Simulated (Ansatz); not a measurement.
Cs2CaP2O7:
```
Cs2CaP2O7
1.0
    5.16104     2.97100     0.00000
   -5.16104     2.97100     0.00000
   -3.52347     0.00000     6.50808
Cs Ca P O
2 1 2 7
Direct
  0.78612   0.21388   0.33493
  0.21586   0.78414   0.65561
  0.00243   0.99757   0.99822
  0.42861   0.57139   0.25672
  0.58035   0.41965   0.74491
  0.26029   0.31204   0.18970
  0.68796   0.73971   0.18970
  0.73028   0.69924   0.78152
  0.30076   0.26972   0.78152
  0.26944   0.73056   0.21635
  0.74678   0.25322   0.84482
  0.53562   0.46438   0.50339
```

DFT-r²SCAN in the program Ansatz with PAW potentials gives a gap of 5.82 eV without spin–orbit coupling, maximum at Γ, minimum at Γ.

Task: What happens when spin–orbit coupling is switched on?

Result: The gap hardly moves, to 5.82 eV; maximum at Γ, minimum at Γ.

Task: Give the electron effective mass with spin–orbit coupling.

Result: 0.41, 0.49, 0.49 mₑ (principal values).

Task: Give the hole effective mass with spin–orbit coupling.

Result: 2.2, 2.7, 17 mₑ (principal values).

Space group Cm. The workflow started from a Materials Project entry (that database holds measured and hypothetical structures alike); the Crystallography Open Database copy checked does not list it. Whether it is the stable phase at ambient conditions was not checked. Symmetry was held in the r²SCAN relaxation; its stability against distortions is not shown here.

Potentials: the later of the program's two PAW sets.
